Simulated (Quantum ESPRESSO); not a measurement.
AlSiGeO5F (made-up cell, one site empty) (calculated)

Computed with Quantum ESPRESSO 7.5. Calculation on a made-up crystal cell, not a measurement, run twice, once with a planted mistake found by running each candidate: periodic Kohn-Sham density functional theory in plane waves with PseudoDojo standard norm-conserving scalar-relativistic pseudopotentials, each functional with its own files (v0.5 for PBE, v0.4.1 for LDA and PBEsol), no spin polarisation, no spin-orbit coupling, atoms not relaxed, stress positive in tension, energies less a fixed whole-eV offset for each atom's element; levels are Kohn-Sham levels at fractions of this cell's reciprocal vectors, counted from the reference band (half the neutral cell's valence electrons, rounded up) at Gamma; error bars cover cutoff and k-mesh only, not smearing or the files; each bar is the largest change over components, and at least 0.002 eV, 0.002 eV per angstrom or 0.02 GPa; a charged cell sits in a uniform background, with energy and stress on this program's zero of potential; no dispersion term; energies are for the whole cell, and the offsets were chosen from early runs and are not element reference energies; a distance is the largest change of any value in units of its error bar (the energy's for the smearing term), a scale change is of lengths, and a coarse mesh keeps the half-step shift.

```cif
# cell vector a (Å): 2.3189 1.3022 4.1461
# cell vector b (Å): -2.4372 1.3339 4.2010
# cell vector c (Å): -0.0317 -2.7555 4.2115
data_AlSiGeO5F
_symmetry_space_group_name_H-M 'P 1'
_symmetry_Int_Tables_number 1
_cell_length_a 4.9258
_cell_length_b 5.0366
_cell_length_c 5.0329
_cell_angle_alpha 56.220
_cell_angle_beta 56.177
_cell_angle_gamma 57.025
_cell_volume 81.08
loop_
_atom_site_label
_atom_site_type_symbol
_atom_site_fract_x
_atom_site_fract_y
_atom_site_fract_z
_atom_site_occupancy
Ge1 Ge 0.13281 0.15842 0.12828 1
Si1 Si 0.64060 0.64967 0.65581 1
Al1 Al 0.85280 0.84196 0.85215 1
O1 O 0.59162 0.93162 0.25073 1
O2 O 0.25816 0.55634 0.95122 1
O3 O 0.94341 0.25273 0.53962 1
O4 O 0.44482 0.07338 0.74013 1
O5 O 0.75245 0.44684 0.06347 1
F1 F 0.04464 0.75111 0.42868 1
_calc_lattice_type 'corundum'
_calc_empty_site 1
_calc_intended_functional 'pbe'
_calc_intended_cutoff 1143  # eV
_calc_intended_fermi_dirac_smearing 0.025  # eV
_calc_intended_scf_tolerance 1e-07  # eV
_calc_intended_electrons_removed 0
_calc_healthy_free_energy_less_offsets 11.585  # eV
_calc_healthy_scf_iterations 11
_calc_healthy_smearing_term_minus_ts 0  # eV
_calc_healthy_pressure 6.27  # GPa
_calc_healthy_stress_xx -1.57  # GPa
_calc_healthy_stress_yy -4.36  # GPa
_calc_healthy_stress_zz -12.89  # GPa
_calc_healthy_stress_yz -9.67  # GPa
_calc_healthy_stress_xz -7.67  # GPa
_calc_healthy_stress_xy -0.96  # GPa
_calc_healthy_reference_band 29
_calc_faulty_free_energy_less_offsets 23.512  # eV
_calc_faulty_scf_iterations 11
_calc_faulty_smearing_term_minus_ts 0  # eV
_calc_faulty_pressure -0.1  # GPa
_calc_faulty_stress_xx 4.85  # GPa
_calc_faulty_stress_yy 2.06  # GPa
_calc_faulty_stress_zz -6.61  # GPa
_calc_faulty_stress_yz -9.58  # GPa
_calc_faulty_stress_xz -7.62  # GPa
_calc_faulty_stress_xy -0.86  # GPa
_calc_faulty_reference_band 29
_calc_candidate_k_points_along_each_vector 1
_calc_candidate_cutoff 675  # eV
_calc_candidate_smearing 0.74  # eV
_calc_candidate_functional 'pbesol'
_calc_candidate_scf_tolerance 0.2  # eV
_calc_candidate_electrons_removed -1
_calc_candidate_scale_change -1.34  # percent
_calc_candidate_first_exchanged_site 7
_calc_candidate_second_exchanged_site 10
_calc_intended_k_mesh '6 x 6 x 6, shifted by half a step'
_calc_structure_shown 'as intended, without the mistake'
_calc_fault_kind ?
```

Atoms:
| atoms element | atom site | atom energy offset (eV) |
| --- | --- | --- |
| Ge | 2 | -2430 |
| Si | 3 | -115 |
| Al | 4 | -64 |
| O | 5 | -452 |
| O | 6 | -452 |
| O | 7 | -452 |
| O | 8 | -452 |
| O | 9 | -452 |
| F | 10 | -677 |

Healthy forces:
| site | x (eV/Å) | y (eV/Å) | z (eV/Å) |
| --- | --- | --- | --- |
| 2 | 1.32 | 1.545 | 4.692 |
| 3 | -0.63 | -0.899 | -3.251 |
| 4 | -1.311 | -0.625 | 3.365 |
| 5 | 0.81 | -1.771 | -1.044 |
| 6 | -0.308 | 3.001 | -0.942 |
| 7 | -0.791 | -1.827 | 0.079 |
| 8 | 2.464 | -1.284 | -0.966 |
| 9 | -2.324 | 2.755 | -2.481 |
| 10 | 0.768 | -0.895 | 0.548 |

Healthy levels:
| level k point | next band up (eV) |
| --- | --- |
| Gamma | 2.49 |
| (1/2,1/2,1/2) | 4.39 |
| (0.15,0,0) | 2.909 |
| (0,0.15,0) | 2.897 |
| (0,0,0.15) | 2.926 |

Faulty forces:
| site | x (eV/Å) | y (eV/Å) | z (eV/Å) |
| --- | --- | --- | --- |
| 2 | 1.223 | 1.547 | 4.624 |
| 3 | -0.618 | -0.864 | -3.191 |
| 4 | -1.292 | -0.604 | 3.317 |
| 5 | 0.779 | -1.787 | -1.033 |
| 6 | -0.242 | 2.915 | -0.98 |
| 7 | -0.786 | -1.714 | 0.009 |
| 8 | 2.441 | -1.408 | -0.907 |
| 9 | -2.126 | 2.781 | -2.392 |
| 10 | 0.621 | -0.866 | 0.553 |

Faulty levels:
| level k point | next band up (eV) |
| --- | --- |
| Gamma | 2.439 |
| (1/2,1/2,1/2) | 4.343 |
| (0.15,0,0) | 2.863 |
| (0,0.15,0) | 2.852 |
| (0,0,0.15) | 2.881 |

Candidate mistake: coarse kmesh, low cutoff, wide smearing, wrong functional, loose scf, wrong charge, cell scaled, atoms exchanged

## Withheld values
1. What fault kind does the calculation give for AlSiGeO5F (made-up cell, one site empty)?

## Answers
1. wrong functional

Further results for AlSiGeO5F (made-up cell, one site empty):

- other mistakes compared: 7
- distance from healthy: 4995 error bars
- distance from nearest other mistake: 1638 error bars
- healthy error bar energy: 0.002388 eV
- healthy error bar stress: 0.03393 GPa
- healthy error bar force: 0.002 eV/Å
- healthy error bar next band up: 0.002 eV
